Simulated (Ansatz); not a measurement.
**Profile along the Ir–Ir line in Ir (fcc, Cu type)**

Ir (fcc, Cu type)

```xyz
1
Lattice="0.0000 1.9152 1.9152 1.9152 0.0000 1.9152 1.9152 1.9152 0.0000" Properties=species:S:1:pos:R:3 pbc="T T T"
Ir     0.0000     0.0000     0.0000
```

Fields along a shortest Ir–Ir line of a {100} plane (2.71 Å), from Ir to Ir, interpolated on the slice's grid (step about 0.1 Å). Computed with PBEsol (plane waves to 420 eV, PAW, scalar-relativistic; Ansatz, an electronic-structure program). k mesh 21×21×21. Inside the PAW spheres the values are not all-electron values, and peaks at nuclei hang on which shells count as valence. Ir is run without spin polarisation. Ir was relaxed with its symmetry unable to fall. Spin-orbit coupling is left out, though Ir is heavy.

```csv
distance from Ir (Å),valence electron density (e/Å³),electron localisation function
0.00,8.94,x
0.14,9.01,x
0.27,8.84,x
0.41,7.76,x
0.54,5.77,0.67
0.68,3.57,0.60
0.81,1.90,0.46
0.95,1.01,0.34
1.08,0.65,0.30
1.22,0.50,0.33
1.35,0.46,0.37
1.49,0.50,0.33
1.63,0.65,0.30
1.76,1.01,0.34
1.90,1.90,0.46
2.03,3.57,0.60
2.17,5.77,0.67
2.30,7.76,x
2.44,8.84,x
2.57,9.01,x
2.71,8.94,x
```

x: too close to a nucleus for the ELF to mean much.

Density on the Ir–Ir line (2.71 Å) at its midpoint: 0.46 e/Å³. ELF at that point: 0.37.
